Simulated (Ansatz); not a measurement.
# Fields on a plane of MgSe (rock salt)

```
MgSe
1.0
    0.00000     2.75420     2.75420
    2.75420     0.00000     2.75420
    2.75420     2.75420     0.00000
Se Mg
1 1
Direct
  0.00000   0.00000   0.00000
  0.50000   0.50000   0.50000
```

The slice is a {100} plane (indices of the conventional cell) through the point (0.500, 0.500, 0.500) (fractional), spanned by u = [100] and v = [0 1 -1] in vectors of this cell: u (3.90 Å) and v (3.90 Å, at 90° to u). It covers one period; positions are fractions (u, v).

Atoms on it: Se at (0.50, 0.50); Mg at (0.00, 0.00).

Level of theory: PBE (plane waves to 420 eV, PAW, scalar-relativistic; Ansatz, a quantum-chemistry and plane-wave program). k mesh 10×10×10. Inside the PAW spheres the values are not all-electron values, and peaks at nuclei hang on which shells count as valence. MgSe was relaxed with its symmetry unable to fall.

```tsv
v \ u	0.00	0.09	0.19	0.28	0.38	0.47	0.56	0.66	0.75	0.84	0.94
0.88	x	x	x	1.4	4.6	5.4	5.3	3.9	-0.6	x	x
0.75	x	-1.6	1.4	2.3	-0.9	x	<-2.0	0.7	2.4	0.5	<-2.0
0.62	4.5	4.6	3.4	x	x	x	x	x	-1.0	4.2	4.6
0.50	6.3	5.9	3.0	x	x	x	x	x	x	4.5	6.2
0.38	4.5	4.6	3.4	x	x	x	x	x	-1.0	4.2	4.6
0.25	x	-1.6	1.4	2.3	-0.9	x	<-2.0	0.7	2.4	0.5	<-2.0
0.12	x	x	x	1.4	4.6	5.4	5.3	3.9	-0.6	x	x
0.00	x	x	x	-0.4	4.5	6.2	5.9	3.4	x	x	x
```

Values: electrostatic potential energy of an electron, from the cell's mean, in eV. Points within 1 Å of a nucleus are blanked (x), as the pseudised field means little there. Values under -2 eV are set to -2. The zero, the cell's mean, hangs on the PAW cores.

```
|99876421000000000000000001246789|
|88875321000000000000000001235788|
|77764310000000000000000000134677|
|66543210000001111111000000123456|
|44332110011111111111111100112334|
|22211101111112222222111111011122|
|11100011111222222222221111100011|
|00000011122222333332222211100000|
|00000111222333333333332221110000|
|00000111223333444443333221110000|
|00000112233344555554433322110000|
|00000112233445666665443322110000|
|00001122233456778776543322211000|
|00001122334567889887654332211000|
|00001122334567899987654332211000|
|00001122334568999998654332211000|
|00001122334567899987654332211000|
|00001122334567889887654332211000|
|00001122233456778776543322211000|
|00000112233445666665443322110000|
|00000112233344555554433322110000|
|00000111223333444443333221110000|
|00000111222333333333332221110000|
|00000011122222333332222211100000|
|11100011111222222222221111100011|
|22211101111112222222111111011122|
|44332110011111111111111100112334|
|66543210000001111111000000123456|
|77764310000000000000000000134677|
|88875321000000000000000001235788|
|99876421000000000000000001246789|
|99876421000000000000000001246789|
```
Scale: ten equal steps from -1.11 (start of '0') to 1.66 (end of '9'), in the order '0123456789'. Values: log₁₀ of the valence density in e/Å³. The map has 32 points along u (one character each, u = 0 at the left) and 32 along v (v = 0 in the bottom row). The scale is logarithmic, as a density can span decades between atoms and voids.

* **Density on the Se–Mg line (2.75 Å) at its density minimum, 1.7 Å from Se**: 0.15 e/Å³
* **ELF at that point**: 0.08
* **ELF maximum in the middle third of the Se–Mg line**: 0.82, 1.0 Å from Se
* **Character of the Se–Mg contact (rough rule: ELF there above 0.7 covalent, below 0.2 ionic, polar between)**: closed-shell (ionic)
